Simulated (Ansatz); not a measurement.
The relaxed structure here is a generated cell of Mn: the first start was made by placing the elements on the sites of a structure type, and the end was not matched to a known phase here, so it may be hypothetical.

The start is a generated cell, Mn built in the hcp structure type. A full variable-cell relaxation at zero pressure is run with PBEsol (plane waves to 420 eV, PAW, scalar-relativistic; Ansatz, a program for electronic structure). The first steps use a coarse 15×15×8 k-mesh.

Initial structure:
```yaml
crystal:
  lattice:
    - [2.53848, 0.00000, 0.00000]
    - [-1.26924, 2.19839, 0.00000]
    - [0.00000, 0.00000, 4.12146]
  atoms:
    - { symbol: Mn, position: [0.33333, 0.66667, 0.25000] }
    - { symbol: Mn, position: [0.66667, 0.33333, 0.75000] }
```
Spin-polarised start, with parallel moments on Mn.

Question: What pressure does the first self-consistent step give?

Answer: -26.4 GPa (negative: the cell is under tension).

Question: How much energy is released per atom?

Answer: 0.11 eV/atom.

Question: Is the relaxed structure metallic? Give its gap.

Answer: Zero (metallic).

Question: What magnetic moments remain?

Answer: Zero (the starting moments vanished).

Question: Write out the relaxed structure.

Answer: 
Space group P6₃/mmc (No. 194); a = 2.4523 Å, b = 2.4523 Å, c = 3.9655 Å, α = 90.00°, β = 90.00°, γ = 120.00°

| atom | site | symmetry | x | y | z |
|---|---|---|---|---|---|
| Mn | 2c | -6m2 | 0.3333 | 0.6667 | 0.2500 |

The space group stays P6₃/mmc (No. 194) (the run could not lower it); the end is hcp (Mg type), with 2 atoms in the primitive cell. Final values are on a 22×22×12 k-mesh of the relaxed cell. No spin polarisation in the result: the starting moments vanished. A magnetic state may lie lower.

The run could not lose the symmetry of its start: the end is stationary, and may be a saddle point rather than a minimum.

All atoms sit on sites fixed by symmetry, so only the cell could relax.
